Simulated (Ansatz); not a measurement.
Relaxed-ion elastic tensor of Li₄H₄Rh in space group I4/m (No. 87; Li on 8h, H on 8h, Rh on 2a) in GPa (Voigt order), DFT-LDA in the program Ansatz with PAW potentials; density 3.00 g/cm³, 8.29 Å³ per atom.

```
       1     2     3     4     5      6
-  -----  ----  ----  ----  ----  -----
1   78.6  31.2  29.4   0.0   0.0  -18.0
2   31.2  78.6  29.4   0.0   0.0   18.0
3   29.4  29.4  84.9   0.0   0.0    0.0
4    0.0   0.0   0.0  39.8   0.0    0.0
5    0.0   0.0   0.0   0.0  39.8    0.0
6  -18.0  18.0   0.0   0.0   0.0   45.2
```

Q: Is the crystal mechanically stable?

A: Yes: the smallest eigenvalue of C is 20.9 GPa.

Q: Work out the Voigt, Reuss and Hill averages.

A: K_V = 46.9, K_R = 46.9, K_H = 46.9; G_V = 35.1, G_R = 27.9, G_H = 31.5 GPa.

Q: Give Young's modulus, Poisson's ratio, Pugh's ratio and the universal anisotropy index.

A: E = 9KG/(3K + G) = 77.2 GPa; ν = 0.23; K/G = 1.49 (brittle by the Pugh limit of 1.75); A_U = 5G_V/G_R + K_V/K_R − 6 = 1.29.

Q: Estimate the sound speeds and the Debye temperature.

A: v_l = √((K + 4G/3)/ρ) = 5450 m/s, v_t = √(G/ρ) = 3240 m/s, mean 3590 m/s; Θ = (h/k)(3n/4πV)^(1/3) v_m = 528 K.

Q: How much does each axis shrink under pressure?

A: Linear compressibilities β_i = Σ_j S_ij (j = 1 to 3): x 7.3, y 7.3, z 6.7 per TPa.

The workflow started from an entry of the Crystallography Open Database (COD). Whether it is the stable phase at ambient conditions was not checked. The cell was relaxed with LDA under the symmetry of its start; of distortions, only those at the zone centre were tested. No spin polarisation was allowed. As this level gives no gap, shear constants depend on the k-mesh and smearing (Fermi–Dirac, 0.1 eV here).

Potentials: the later of the program's two PAW sets.
